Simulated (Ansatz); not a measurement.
**Sb (R-3m), stationary points along a deformation path**

These are results of DFT PBEsol, scalar-relativistic, plane waves, PAW in Ansatz, not measurements. Cutoff 420 eV, Γ-centred 15×15×15 k-points, Gaussian smearing of 0.15 eV. No spin polarisation. Energies are free energies at this smearing, counted from the undisturbed cell; pressure is positive in compression.

The undisturbed cell (as given, not relaxed at this level; it stands at 0.4 GPa):

```
CELL_PARAMETERS angstrom
2.15060 1.24165 3.74400
-2.15060 1.24165 3.74400
0.00000 -2.48330 3.74400
ATOMIC_POSITIONS crystal
Sb 0.23364 0.23364 0.23364
Sb 0.76636 0.76636 0.76636
```

At fixed volume and fractional coordinates, lengths along (0.000, 0.000, 1.000) are scaled against those across it; ρ is that ratio over its starting value. V = 29.993 Å³/atom. Δσ is the stress along the axis less the mean stress across it (compression positive).

```
    ρ  ΔE (meV/atom)  Δσ (GPa) space group
0.850           51.8      4.76         R-3m
0.920           12.6      2.83         R-3m
1.000            0.0     -0.47         R-3m
1.100           21.3     -2.59         R-3m
1.200           57.6     -4.44         R-3m
```

How does the stress give the slope of the energy, and where is the energy stationary?

Along the path d ln(length) is 2/3 d ln ρ on the axis and −1/3 d ln ρ across it, so dE/d ln ρ = −(2/3) V Δσ: the energy falls with ρ where Δσ is positive. Δσ vanishes or changes sign between ρ = 0.920 and 1.000, a minimum (near 0.99 by linear interpolation). Pairs of stationary points between two samples would go unseen, and could change a minimum read from distant neighbours into a maximum.

Integrate that slope from ρ = 1 to 1.200 by the trapezoid rule.

With V/N in Å³ and 1 eV/Å³ = 160.2 GPa the slopes at ρ = 1.000, 1.100, 1.200 are 59, 323, 555 meV/atom per unit of ln ρ. The steps add 18.2 + 38.2 = 56.4 meV/atom, against 57.6 from the energies; the trapezoid rule misses the curvature of the slope within each step.

Forces appear on the atoms along this scan, and letting them relax would lower the energy and soften the response. In a metal these slopes depend on the k mesh and the smearing.